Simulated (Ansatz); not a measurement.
PbSe (zinc blende, F-43m), DFT-PBE in the program Ansatz with PAW potentials, all energies at zero smearing, with the estimated change up to a 700 eV cutoff added, with one set of potentials and settings (totals compare only within such a set). Cell of 2 atoms (1 Se, 1 Pb): -17376.263 eV.

```csv
element,reference phase,E (eV/atom)
Se,"P3_121, 3 atoms in the cell",-5469.0798
Pb,"Fm-3m, 1 atoms in the cell",-11906.4191
```

Formation energy per atom, worked out: (-17376.263 − 1×(-5469.0798) − 1×(-11906.4191))/2 = -0.382 eV/atom (-37 kJ per mol of atoms), at 0 K, without zero-point energy or fitted corrections.

A made-up cell: these elements were put on the sites of a structure type; neither database checked (COD, Materials Project) lists it. It is not the phase usual at ambient conditions (space group No. 225). The cell was relaxed with PBE under the symmetry of its start; whether a distortion lowers the energy is not shown. The references are the lowest solids computed at this level, not always the standard phases. Spin–orbit coupling is left out wherever it is not named.

Potentials: the later of the program's two PAW sets.
